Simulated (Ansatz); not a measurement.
## Property card for Ta$_{2}$O$_{5}$

Ta$_{2}$O$_{5}$:
```
CELL_PARAMETERS angstrom
      3.83623     0.00000     0.00000
      0.00000    13.00339     0.00000
      0.00000     0.00000     3.87636
ATOMIC_POSITIONS crystal
  Ta 0.00000 0.14592 0.03003
  Ta 0.00000 0.85408 0.03003
  Ta 0.50000 0.35408 0.96997
  Ta 0.50000 0.64592 0.96997
  O  0.50000 0.18512 0.00275
  O  0.50000 0.81488 0.00275
  O  0.00000 0.31488 0.99725
  O  0.00000 0.68512 0.99725
  O  0.00000 0.85075 0.50955
  O  0.00000 0.14925 0.50955
  O  0.50000 0.64925 0.49045
  O  0.50000 0.35075 0.49045
  O  0.50000 0.50000 0.99373
  O  0.00000 0.00000 0.00627
```

Space group Pmmn (No. 59); conventional cell a = 3.836 Å, b = 13.003 Å, c = 3.876 Å, α = 90.00°, β = 90.00°, γ = 90.00°.

Method: r²SCAN in the plane-wave PAW code Ansatz. Geometry: relaxed at this level of theory. Other levels are named where they apply.

Cell and energy:

Volume per atom: 13.81 Å³
Density: 7.59 g/cm³
Formation energy from the elements (no fitted shifts): -3.05 eV/atom

Electronic structure:

- Band gap: 2.87 eV (indirect)
- Valence-band maximum: at R (k = 0.500, 0.500, 0.500 in fractions of the reciprocal vectors)
- Conduction-band minimum: at Γ
- Smallest direct gap on the standard path: 3.51 eV
- Electron effective mass: 0.29, 0.37, 5.5 mₑ (principal values)
- Electron effective mass with spin–orbit coupling: 0.29, 0.39, 6.1 mₑ (principal values)
- HSE06 gap on the r²SCAN cell: 3.85 eV
- Gap with spin–orbit coupling: 2.85 eV

Mechanics:

- Bulk modulus (Birch–Murnaghan fit) = 202 GPa
- Pressure derivative B′ = 6.8

Charges:

* **Bader charges**: Ta +3.07, O -1.28 to -1.19 e

The workflow started from a Materials Project entry (that database holds measured and hypothetical structures alike); the Crystallography Open Database copy checked does not list it. COD files the formula under space group No. 49. Its standing as an ambient phase is unchecked. The cell was relaxed with r²SCAN under the symmetry of its start; whether a distortion lowers the energy is not shown. The run is not spin-polarised. The references are the lowest solids computed at this level, not always the standard phases (solids in place of the gases). Scalar-relativistic: spin–orbit coupling is off unless named, which matters more the heavier the elements.

Potentials: the later of the program's two PAW sets.
